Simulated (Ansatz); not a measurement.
**A trial form of Sb₅O**

Level of theory: Ansatz 0.2.0, DFT PBE, scalar-relativistic, plane waves, PAW. Cutoff 420 eV, Gaussian smearing, Γ-centred meshes. Cell and atoms relax first on a coarse mesh and then on a finer one. In between, the cell is made exact in the group found at 0.06 Å. In metals the finer mesh still leaves noise of several meV/atom or more. The steps can't lower the symmetry of their start. No spin polarisation.

A trial structure of Sb₅O was built thus: random cell by space group and Wyckoff sites (P6/mmm, No. 191). The dimensions are guesses.

```xyz
6
Lattice="4.4739 0.0000 0.0000 -2.2369 3.8745 0.0000 0.0000 0.0000 6.2705" Properties=species:S:1:pos:R:3 pbc="T T T"
Sb    0.0000    0.0000    1.8129
Sb    0.0000    0.0000    4.4577
Sb    2.2369    0.0000    0.0000
Sb   -1.1185    1.9372    0.0000
Sb    1.1185    1.9372    0.0000
O     0.0000    0.0000    3.1353
```

The zero of energy is the elements' standard structures at the same level (O₂ as a molecule); no fitted shifts are applied.

Question: Which structure results?

Answer: The symmetry stays P6/mmm (No. 191). The volume per atom grows by 117.6 %, from 18.1 to 39.4 Å³. The shortest distance goes from 1.32 Å (Sb–O) to 2.00 Å (Sb–O). The ratio c/a of the conventional cell changes by a factor of 0.85. The energy falls by about 9.5 eV/atom (the start's value is from the coarse mesh). Conventional cell: a = 6.120 Å, c = 7.291 Å. Sb on a site of symmetry 6mm is surrounded by 1 O at 2.00 Å and 7 Sb at 3.29–3.47 Å; Sb on a site of symmetry mmm is surrounded by 4 Sb at 3.06 Å and 4 Sb at 3.47 Å; around O lie 2 Sb at 2.00 Å.

```
Sb O
1.0
     6.12010    0.00000    0.00000
    -3.06005    5.30016    0.00000
     0.00000    0.00000    7.29078
Sb O
5 1
Direct
  0.00000 0.00000 0.22547
  0.00000 0.00000 0.77453
  0.50000 0.00000 0.00000
  0.00000 0.50000 0.00000
  0.50000 0.50000 0.00000
  0.00000 0.00000 0.50000
```

Question: How does it come out in energy, and is it a metal?

Answer: The energy over the elements is +0.17 eV/atom and the gap on the 6×6×6 mesh of the 6-atom cell is 0 eV (a metal).

It can't be a ground state, since the elements alone are lower.

The last run used Gaussian smearing of 0.10 eV. Spin–orbit coupling, which can matter for Sb, is left out. The cell is a metal run without spin; a magnetic state may lie lower. A structure relaxed within its symmetry needn't be a true minimum. In all, the 3 runs took 2.7 min on 1 thread of Intel(R) Xeon(R) Platinum 8488C (Sapphire Rapids), with other jobs on the host. Another cell of Sb5O relaxed alike, in I4/mmm, lies 94 meV/atom lower, so this cell isn't the stable form at this level.
